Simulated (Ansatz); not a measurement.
Tc2N:
```yaml
crystal:
  lattice:
    - [2.82284, 0.00000, 0.00000]
    - [-1.41142, 2.44465, 0.00000]
    - [0.00000, 0.00000, 9.67881]
  atoms:
    - { symbol: Tc, position: [0.33333, 0.66667, 0.39251] }
    - { symbol: Tc, position: [0.66667, 0.33333, 0.60749] }
    - { symbol: Tc, position: [0.66667, 0.33333, 0.89251] }
    - { symbol: Tc, position: [0.33333, 0.66667, 0.10749] }
    - { symbol: N, position: [0.33333, 0.66667, 0.75000] }
    - { symbol: N, position: [0.66667, 0.33333, 0.25000] }
```

Relaxed with r²SCAN. Special points in fractions of this cell's reciprocal vectors: Γ (0.000, 0.000, 0.000); M (0.500, 0.000, 0.000); K (0.333, 0.333, 0.000); A (0.000, 0.000, 0.500); L (0.500, 0.000, 0.500); H (0.333, 0.333, 0.500).

Task: List the band energies nearest the Fermi level at these points for the program Ansatz at the r²SCAN level (PAW).

Result: In eV from the Fermi level; about four levels below and three above (degenerate sets whole), none deeper than 8.9 eV; points with the same levels are listed once.

```tsv
k	below	above
Γ	-0.71 -0.71 -0.35 -0.35 -0.34	1.34 1.34 1.91 1.91
M	-2.43 -2.17 -1.72 -0.77	0.15 1.00 1.43
K	-3.59 -3.59 -2.59 -1.75 -1.56	0.39 0.42 0.46 0.46
A	-1.99 -1.99 -1.99 -1.99 -0.86 -0.86	0.78 0.78 0.78 0.78
L	-1.34 -1.34 -1.24 -1.24	1.31 1.31 1.76 1.76
H	-2.15 -2.15 -1.23 -1.23	0.55 0.55 1.20 1.20
```

Space group P6_3/mmc. The first step of the workflow began from a Materials Project structure, measured or hypothetical; the Crystallography Open Database copy checked does not list it. Its standing as an ambient phase is unchecked. The r²SCAN relaxation kept the symmetry of its start; its stability against distortions is not shown here. No spin polarisation was allowed. Scalar-relativistic: spin–orbit coupling is off unless named, which matters more the heavier the elements.

Potentials: the later of the program's two PAW sets.
